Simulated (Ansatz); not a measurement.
An Ansatz (a first-principles code) run. Input:

Ansatz 0.2 input:
```yaml
crystal:
  lattice:
    - [4.0925246255, 0.0, 0.0]
    - [0.0, 4.0925246255, 0.0]
    - [0.0, 0.0, 4.0262646133]
  atoms:
    - { symbol: Sr, position: [0.5, 0.5, 0.5] }
    - { symbol: Sc, position: [0.0, 0.0, 0.0] }
    - { symbol: O, position: [0.5, 0.0, 0.0] }
    - { symbol: O, position: [0.0, 0.5, 0.0] }
    - { symbol: F, position: [0.0, 0.0, 0.5] }
kpoints:
  mp_grid: { grid: [6, 6, 6] }
basis: { xc_grid: 2 }
hamiltonian:
  xc: pbesol
  pseudopotentials: { azcp: { folder: ./paw }, kind: paw }
scf:
  occupations: { method: fixed }
output:
  optics: { e_range: [0.0, 15.0], de: 0.05, sigma: 0.1, bands: { spectra_wanted_up_to: 12 eV } }
```

Output (shortened):

```
output.optics: the spectra are integrated over the Brillouin zone by k·p interpolation around the k-points, where levels, occupations, output.optics.sigma and …
Pseudopotential: Sr, paw, valence charge 10
Pseudopotential: Sc, paw, valence charge 11
Pseudopotential: O, paw, valence charge 6
Pseudopotential: F, paw, valence charge 7
Functional definition: PBEsol
Crystal: 5 atoms, lattice volume = 67.435 Å³
Basis set: ecut = 420 eV, 1341 PW (Γ), exchange–correlation on 60×60×54 points (8 copies of the dense FFT grid, shifted against one another)
Bands: 25, of which v1, the nominal top of the filled ones, is band 20 counted from 1 (19 counted from 0)
Symmetry: 16 space group operations
Space group: P4/mmm (ITA 123), of the structure as read, at distance tolerance 4.1e-5 Å
k-points: 40 of 216
SCF iter   1: F=—  HF=-7540.652934 eV  |F-HF|=—  |Δ(HF+E_count)|=         —  Δρ=2.02e-1  dr2=2.74e1  ethr=3.10e-3  ⟨swp⟩=5.0  Hψ=4618  notcnv=0  defer=85
preconditioner: auto → Resta (q_TF=auto, 2.501 Å⁻¹)
SCF iter   2: F=—  HF=-7535.901480 eV  |F-HF|=—  |Δ(HF+E_count)|=    4.75e0  Δρ=1.01e-1  dr2=3.52e0  ethr=3.10e-3  ⟨swp⟩=4.0  Hψ=3002  notcnv=0  defer=78
SCF iter   3: F=—  HF=-7535.115151 eV  |F-HF|=—  |Δ(HF+E_count)|=   7.86e-1  Δρ=3.22e-2  dr2=6.66e-1  ethr=3.10e-3  ⟨swp⟩=2.1  Hψ=2099  notcnv=0  defer=52
SCF iter   4: F=—  HF=-7534.971343 eV  |F-HF|=—  |Δ(HF+E_count)|=   1.44e-1  Δρ=1.45e-2  dr2=1.55e-1  ethr=1.66e-3  ⟨swp⟩=2.8  Hψ=2112  notcnv=0  defer=84
SCF iter   5: F=—  HF=-7534.932761 eV  |F-HF|=—  |Δ(HF+E_count)|=   3.86e-2  Δρ=5.94e-3  dr2=2.77e-2  ethr=3.87e-4  ⟨swp⟩=2.7  Hψ=1529  notcnv=0  defer=96
SCF iter   6: F=—  HF=-7534.926478 eV  |F-HF|=—  |Δ(HF+E_count)|=   6.28e-3  Δρ=2.49e-3  dr2=4.42e-3  ethr=6.93e-5  ⟨swp⟩=2.1  Hψ=1674  notcnv=0  defer=110
SCF iter   7: F=—  HF=-7534.925692 eV  |F-HF|=—  |Δ(HF+E_count)|=   7.86e-4  Δρ=4.43e-4  dr2=1.01e-4  ethr=1.11e-5  ⟨swp⟩=3.0  Hψ=1608  notcnv=0  defer=113
SCF iter   8: F=—  HF=-7534.925735 eV  |F-HF|=—  |Δ(HF+E_count)|=   4.30e-5  Δρ=1.11e-4  dr2=9.39e-6  ethr=2.52e-7  ⟨swp⟩=2.3  Hψ=1612  notcnv=0  defer=110
SCF iter  12: F=-7534.925578 eV  HF=-7534.925578 eV  |F-HF|=2.73e-12  |Δ(HF+E_count)|=  6.33e-10  Δρ=1.46e-7  dr2=8.87e-12  ethr=1.00e-12  ⟨swp⟩=11.1  Hψ=5637  notcnv=0
SCF 1 converged in 12 iterations: F = -7534.925578 eV  dr2 = 8.87e-12
NSCF: frozen V_eff on 40 k-points
Optics k sum: 0 of 40 k-points
Optics k sum: 2 of 40 k-points
Optics k sum: 4 of 40 k-points
Optics k sum: 6 of 40 k-points
Optics k sum: 8 of 40 k-points
Optics k sum: 10 of 40 k-points
Optics k sum: 12 of 40 k-points
Optics k sum: 14 of 40 k-points
Optics k sum: 16 of 40 k-points
Optics k sum: 18 of 40 k-points
Optics k sum: 20 of 40 k-points
Optics k sum: 22 of 40 k-points
Optics k sum: 24 of 40 k-points
Optics k sum: 26 of 40 k-points
Optics k sum: 28 of 40 k-points
Optics k sum: 30 of 40 k-points
Optics k sum: 32 of 40 k-points
Optics k sum: 34 of 40 k-points
Optics k sum: 36 of 40 k-points
Optics k sum: 38 of 40 k-points
Optics k sum: 40 of 40 k-points
Optics k sum: 0 of 40 k-points
Optics k sum: 2 of 40 k-points
Optics k sum: 4 of 40 k-points
Optics k sum: 6 of 40 k-points
Optics k sum: 8 of 40 k-points
Optics k sum: 10 of 40 k-points
Optics k sum: 12 of 40 k-points
Optics k sum: 14 of 40 k-points
Optics k sum: 16 of 40 k-points
Optics k sum: 18 of 40 k-points
Optics k sum: 20 of 40 k-points
Optics k sum: 22 of 40 k-points
Optics k sum: 24 of 40 k-points
Optics k sum: 26 of 40 k-points
Optics k sum: 28 of 40 k-points
Optics k sum: 30 of 40 k-points
Optics k sum: 32 of 40 k-points
Optics k sum: 34 of 40 k-points
Optics k sum: 36 of 40 k-points
Optics k sum: 38 of 40 k-points
Optics k sum: 40 of 40 k-points
output.optics: what the bands over the 41 summed would add to eps1, eps2 and the energy-loss function is held between a lower and an upper bound (10 Lanczos …
SCF converged after 12 iterations
Free energy (F): -7534.925578 eV
Harris-Foulkes:  -7534.925578 eV  (|F-HF|=2.73e-12)
Internal energy: -7534.925578 eV  (E = F + TS)
E sigma→0 (E₀):  -7534.925578 eV
Fermi energy:    8.919929 eV
--- Per-component energies (eV) ---
  E_band       = -232.311487
  E_kinetic    = 976.865375
  E_local      = -2630.749603  (includes V_loc(G=0)·N_el)
  E_nonlocal   = 566.995223
  E_hartree    = 885.076194
  E_xc         = -479.464272
  E_vxc        = -544.301274  (∫ρ·V_xc dr)
  E_paw        = -4116.994400  (= ΣΔE_a)
  E_vpaw       = -371.275877  (= ΣTr[D̂ρ^β])
  E_aug_tail   = 0.002298  (compensation charges beyond the density's cutoff)
  E_ewald      = -2737.032785
  E_core_change = 0.376392  (= ΣΔE_core)
  E_smearing   =  0.000000  (= −TS)
  E_closure    =  0.000000  (closes the sum)
  Σ components = -7534.925578   (vs F -7534.925578, Δ=0.00e0)
  [band-id]    e_kinetic+e_local+e_nonlocal+2·e_hartree+e_vxc+e_vpaw+e_augmentation_tail = -232.311470   (vs E_band -232.311487, Δ=1.71e-5)
--- Band table (eV; the first three rows and the last of 40) ---
  k-point 0: bands = ["-38.4399", "-25.0869", "-17.5665", "-17.1826", "-17.1826", "-15.4886", "-7.5359", "-7.1254", "-7.1254", "-7.0393", "-6.9233", "3.1957", "3.1957", "3.2269", "7.1012", "7.1012", "7.3666", "7.7464", "8.5168", "8.5168", "12.1434", …
  k-point 1: bands = ["-38.4381", "-25.0841", "-17.8710", "-17.1807", "-17.1807", "-15.0706", "-7.8241", "-7.1192", "-7.1192", "-7.0301", "-6.6310", "2.8323", "3.1427", "3.1427", "6.9623", "6.9623", "6.9778", "7.4918", "8.4906", "8.4906", "12.4743", …
  k-point 2: bands = ["-38.4347", "-25.0785", "-18.3014", "-17.1769", "-17.1769", "-14.4018", "-8.1642", "-7.1069", "-7.1069", "-7.0116", "-6.2826", "2.0817", "3.0391", "3.0391", "6.3779", "6.7122", "6.7122", "7.0626", "8.4456", "8.4456", "12.7259", …
  k-point 39: bands = ["-38.4286", "-25.0531", "-18.4665", "-17.3261", "-17.3261", "-14.1044", "-7.2943", "-7.2943", "-7.1036", "-6.5433", "-6.5433", "1.7038", "2.7397", "2.7397", "5.4003", "5.6763", "5.8399", "7.3094", "7.3094", "8.9199", "13.6178", …
```

Cost: around 60 core-seconds (rough) on shared cores.

The start of the workflow was typed in or built on a structure type; neither database checked (COD, Materials Project) lists it. Its standing as an ambient phase is unchecked. The PBEsol relaxation kept the symmetry of its start. At this level the phase is dynamically unstable (imaginary phonons). No spin polarisation was allowed. The volume moved by -17 % from the start of the relaxation. Scalar-relativistic: spin–orbit coupling is off unless named, which matters more the heavier the elements.

Potentials: the earlier of the program's two PAW sets. The files were generated under PBE; for other functionals the program regenerates the frozen cores, and for LDA and PBEsol the local potential too.

Ansatz is a plane-wave DFT program.
